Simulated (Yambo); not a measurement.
G0W0@LDA for a free-standing WSe2 monolayer (symmetry P-6m2, slab cell 16.3 Å high) in Yambo. Reference settings: 6×6×1 Γ-centred k mesh, bands 12 to 95 and a 6 Ry block in the screening, 95 bands in G with the Bruneval-Gonze terminator, plasmon pole fitted at 27.2 eV, slab-truncated Coulomb interaction, stochastic integration of W near q = 0. The LDA gap K → (0.167, 0.167) on this mesh is 1.70 eV; G0W0 gaps are taken between the same points.

The settings were changed. The gap went from 2.34 eV to 2.35 eV, and the shift of the valence edge from 0.01 eV to 0.40 eV.

### Question
What was changed between the two runs?
A. wavefunctions cut at 10 Ry
B. 32 bands in W, 32 bands in G, 5 Ry block
C. 32 bands in W, 32 bands in G, 3 Ry block
D. 32 bands in W, 32 bands in G, 4 Ry block

### Answer
A, wavefunctions cut at 10 Ry. The others gave (gap, valence shift): 32 bands in W, 32 bands in G, 3 Ry block: 2.34, 0.58 eV; 32 bands in W, 32 bands in G, 4 Ry block: 2.36, 0.56 eV; 32 bands in W, 32 bands in G, 5 Ry block: 2.37, 0.53 eV.

The standard potential for Se keeps a d shell in the valence without the s and p states of that shell. In tests on such compounds this moved G0W0 gaps by up to about 0.9 eV, so absolute quasiparticle energies here are unreliable; differences between settings are what counts.

Spin-orbit coupling is not included.

Geometry relaxed with LDA; primitive cell a = b = 3.246 Å, c = 16.300 Å, α = β = 90.00°, γ = 120.00°.

A shift is the quasiparticle energy of the state minus its LDA energy.
